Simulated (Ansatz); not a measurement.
The elements of this relaxed trial crystal are hidden behind letters.

```
lattice vectors (Å)
  -1.6182    1.6182    8.2608
   1.6182   -1.6182    8.2608
   1.6182    1.6182   -8.2608
fractional positions
X 0.8962 0.8962 0.0000
X 0.5000 0.5000 0.0000
X 0.1038 0.1038 0.0000
Z 0.7031 0.7031 0.0000
Z 0.2969 0.2969 0.0000
```

Method: DFT PBE, scalar-relativistic, plane waves, PAW (Ansatz 0.2.0). Cutoff 420 eV, Γ-centred 16×16×16 mesh (5-atom cell), Gaussian smearing of 0.10 eV, no spin polarisation.

| Property | Result |
| --- | --- |
| Space group | I4/mmm (No. 139) |
| Conventional cell | a = 3.236 Å, c = 16.522 Å |
| Volume per atom | 17.30 Å³ |
| Density | 17.47 g/cm³ |
| Energy over the elements | −0.06 eV/atom |
| Gap on the 16×16×16 mesh of the 5-atom cell | 0 eV (a metal) |

Energies are uncorrected and count from the elements' standard states at the same level.

Question: X is a d-block element of period 6 and Z is a d-block element of period 6. Which elements are they?

Answer: X = Ta, Z = W, so the formula is Ta3W2. Density times volume gives a mean mass of 17.47 × 17.30/1.6605 = 182.0 u per atom, and this set has 182.1 u. Among the elements that the hints allow, noble gases aside, only these give it. Around Ta on a site of symmetry 4mm lie 4 W at 2.82 Å, 4 Ta at 2.86 Å, 1 W at 3.19 Å, 4 Ta at 3.24 Å and 1 Ta at 3.43 Å; Ta on a site of symmetry 4/mmm is surrounded by 8 Ta at 2.86 Å, 4 Ta at 3.24 Å and 2 W at 3.36 Å; W is surrounded by 4 W at 2.76 Å, 4 Ta at 2.82 Å, 2 Ta at 3.19–3.36 Å and 4 W at 3.24 Å.

These runs have no spin–orbit coupling, which can matter for Ta and W. Symmetry constrained the relaxation, so the result can be a saddle point.
